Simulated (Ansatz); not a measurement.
PbI2 (CdI2 type)

```yaml
crystal:
  lattice:
    - [4.55930, 0.00000, 0.00000]
    - [-2.27965, 3.94847, 0.00000]
    - [0.00000, 0.00000, 6.97268]
  atoms:
    - { symbol: Pb, position: [0.00000, 0.00000, 0.00000] }
    - { symbol: I, position: [0.33333, 0.66667, 0.27092] }
    - { symbol: I, position: [0.66667, 0.33333, 0.72908] }
```

Equation-of-state scan: isotropic scaling of the cell above, V₀ being its volume. The atoms relax within the cell's symmetry.

The numbers are results of PBE-D3(BJ) (plane waves to 420 eV, PAW, scalar-relativistic; Ansatz, an electronic-structure program), not measurements. k mesh 8×8×5 (Γ-centred), Fermi-Dirac smearing 0.05 eV. E stands for the smeared free energy. Stress and pressure are positive under compression. PbI2 was relaxed with its symmetry unable to fall. Spin-orbit coupling is left out, though I and Pb are heavy. The PAW data are Ansatz's earlier set. ΔE is measured from the relaxed starting cell.

Problem. What ΔE (kJ/mol of atoms) and P (GPa) does the calculation give at V/V₀ = 0.955, 0.985, 1.015, 1.030, 1.060?

Solution. 
| V/V₀ | ΔE (kJ/mol of atoms) | P (GPa) |
|---|---|---|
| 0.955 | 0.40 | 0.73 |
| 0.985 | 0.04 | 0.22 |
| 1.015 | 0.04 | -0.20 |
| 1.030 | 0.15 | -0.37 |
| 1.060 | 0.54 | -0.64 |

(A scan under strain: stresses follow from slopes of the energy per volume, elastic moduli from its curvatures.)
